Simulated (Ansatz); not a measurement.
Input:

SiSn:
Space group P-6m2 (No. 187); a = b = 3.830 Å, c = 3.493 Å, α = β = 90.00°, γ = 120.00°

| atom | site | symmetry | x | y | z |
|---|---|---|---|---|---|
| Sn | 1a | -6m2 | 0.0000 | 0.0000 | 0.0000 |
| Si | 1f | -6m2 | 0.6667 | 0.3333 | 0.5000 |

This is the PBEsol-relaxed structure.

Q: All from PBEsol (plane waves, PAW; program Ansatz), unless another level is named. Give the electronic character.

A: metallic (no gap).

Q: Predict the formation energy from the elements (no fitted shifts).

A: 0.36 eV/atom.

Q: Predict the gap with spin–orbit coupling.

A: none (metallic).

The cell is a constructed one: a structure type filled with these elements; neither database checked (COD, Materials Project) lists it. Whether it is the stable phase at ambient conditions was not checked. The cell keeps a stress of up to 0.2 GPa. The PBEsol relaxation kept the symmetry of its start; its stability against distortions is not shown here. The references are the lowest solids computed at this level, not always the standard phases. Spin–orbit coupling is left out wherever it is not named.

Potentials: the later of the program's two PAW sets.
